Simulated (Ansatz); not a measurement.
## NaMoO2 (R-3m): the volume from the results

The reference geometry is a structure from the Materials Project; nothing is relaxed.

Functional, mesh and filling: r²SCAN, 9×9×9 k mesh, Fermi–Dirac smearing of 0.05 eV. PAW means Ansatz 0.2.0 on its default frozen-core files. Site moments are integrated in spheres about the atoms.

The run was typed so:

```yaml
crystal:
  lattice:
    - [1.616775398, 0.9334457113, 5.2193168099]
    - [-1.616775398, 0.9334457113, 5.2193168099]
    - [0.0, -1.8668914225, 5.2193168099]
  atoms:
    - { symbol: Na, position: [0.5, 0.5, 0.5] }
    - { symbol: Mo, position: [0.0, 0.0, 0.0], spin: 1.5 }
    - { symbol: O, position: [0.26510395, 0.26510395, 0.26510395] }
    - { symbol: O, position: [0.73489605, 0.73489605, 0.73489605] }
magnetization:
  spin_polarized: true
kpoints:
  mp_grid: { grid: [9, 9, 9] }
scf:
  occupations: { method: fermi_dirac, width: 0.05 }
hamiltonian:
  xc: r2scan
  pseudopotentials: { kind: paw }
output:
  forces: true
  stress: true
  eigenvalues: true
  populations: true
  write_density: true
  write_potential: true
  elf: true
  volumetric_format: npy
```

Command: `ansatz run input.yaml --threads 2 --pin off --max-ram 6144MiB --backend cpu --events-out ev --progress --plain --runs-dir out`

The cell is scaled evenly, and every run starts from the same moments. Some of the runs:

```
V/V₀  cell moment (μB)  largest site moment (μB)  F − F(V₀) (meV/atom)  pressure (GPa)
 0.8              2.96                      1.50                   363            59.9
0.92              3.00                      1.67                    46            16.6
0.96              3.00                      1.71                    11             7.4
```

Task: Another run of the series gave cell moment (μB) = 0.00, largest site moment (μB) = 0.00, F − F(V₀) (meV/atom) = 625, pressure (GPa) = 75.7. At which V/V₀ was it made?
A. 1.04
B. 0.74
C. 0.66
D. 1.25
E. 1.1
F. 0.86

Result: B. V/V₀ = 0.74.

Task: Another run of the series gave cell moment (μB) = 3.00, largest site moment (μB) = 1.86, F − F(V₀) (meV/atom) = 50, pressure (GPa) = -12.6. At which V/V₀ was it made?
A. 1.04
B. 0.66
C. 0.86
D. 1.1
E. 1.25
F. 0.74

Result: D. V/V₀ = 1.1.

The whole series:

| V/V₀ | cell moment (μB) | largest site moment (μB) | F − F(V₀) (meV/atom) | pressure (GPa) |
| --- | --- | --- | --- | --- |
| 0.66 | 0.00 | 0.00 | 1257 | 144.3 |
| 0.74 | 0.00 | 0.00 | 625 | 75.7 |
| 0.8 | 2.96 | 1.50 | 363 | 59.9 |
| 0.86 | 3.00 | 1.59 | 157 | 34.8 |
| 0.92 | 3.00 | 1.67 | 46 | 16.6 |
| 0.96 | 3.00 | 1.71 | 11 | 7.4 |
| 1 | 3.00 | 1.76 | 0 | 0.1 |
| 1.04 | 3.00 | 1.80 | 9 | -5.8 |
| 1.1 | 3.00 | 1.86 | 50 | -12.6 |
| 1.25 | 3.00 | 2.01 | 251 | -22.2 |

The PAW files were made with PBE; the program remakes their cores once for the run's functional and then keeps them frozen. Under strong compression frozen cores are worth checking against an all-electron run. In at least one run the program's final test of stability wasn't made or came to no verdict. These are results for the start and cell typed. The real compound can order otherwise, in a larger cell, or not at all, since semilocal functionals at zero temperature often overstate magnetism.
